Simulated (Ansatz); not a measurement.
A geometry of Al₂Cu away from equilibrium: the start of the relaxation of a generated trial cell of Al2Cu in the MoSi2 structure type. The numbers are results of PBEsol (plane waves to 420 eV, PAW, scalar-relativistic; Ansatz, a first-principles code), not measurements. Γ-centred k-mesh 14×14×14 on the run's cell (coarser than for final values), Fermi–Dirac smearing 0.05 eV.

```xyz
3
Lattice="-1.6693 1.6693 4.0857 1.6693 -1.6693 4.0857 1.6693 1.6693 -4.0857" Properties=species:S:1:pos:R:3 pbc="T T T"
Cu     0.0000     0.0000     0.0000
Al     0.0000     0.0000     2.7399
Al     0.0000     0.0000     5.4315
```

### Question
Predict the force on each atom, in eV/Å.

### Answer
```tsv
atom	Fx	Fy	Fz
Cu1	0.00	0.00	0.00
Al2	0.00	0.00	0.31
Al3	0.00	0.00	-0.31
```

### Question
What is the pressure?

### Answer
-4.4 GPa, compression positive.

### Question
How far above the relaxed end point is this geometry?

### Answer
0.02 eV/atom; the path ends in I4/mmm (No. 139) (AFLOW prototype AB2_tI6_139_a_e (C11_b, as in Si2Mo)).

No spin polarisation in the result.

The run could not lower the symmetry of its start; a shaken copy of this end point relaxes with PBEsol to C2/m (No. 12) at a tolerance of 0.01 Å, Immm (No. 71) at 0.1 Å, 0.05 eV/atom lower.

The first start was generated by placing the elements on the sites of a structure type. Materials Project lists a structure of Al2Cu in the same space group, I4/mmm (No. 139); the sites were not compared with it, nor with measured phases. Known forms of Al2Cu include space group No. 140.
